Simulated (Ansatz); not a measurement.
SiMo3 (A15 (Cr3Si type), Pm-3n) at seven volumes, the program Ansatz at the r²SCAN level (PAW), scaled uniformly. One row is withheld.

```json
[
 {"V (Å³/atom)": "13.244", "P (GPa)": "30.64"},
 {"V (Å³/atom)": "13.681", "P (GPa)": "18.72"},
 {"V (Å³/atom)": "14.117", "P (GPa)": "8.58"},
 {"V (Å³/atom)": "14.554", "P (GPa)": "0.00"},
 {"V (Å³/atom)": "14.991", "P (GPa)": "-7.31"},
 {"V (Å³/atom)": "15.427", "P (GPa)": "-13.55"},
 {"V (Å³/atom)": "15.864", "P (GPa)": "?"}
]
```

Task: Fit the shown pressures and predict the withheld one.

Result: P = (3/2)B₀(x^(7/2) − x^(5/2))[1 + (3/4)(B′ − 4)(x − 1)] with x = (V₀/V)^(2/3). Least squares on the six rows gives V₀ = 14.554 Å³/atom, B₀ = 264 GPa, B′ = 4.39. At V = 15.864, x = 0.9442 and P = -18.84 GPa. The run itself gave -18.88 GPa.

The cell was relaxed with r²SCAN under the symmetry of its start. The run is not spin-polarised.

Potentials: the later of the program's two PAW sets.
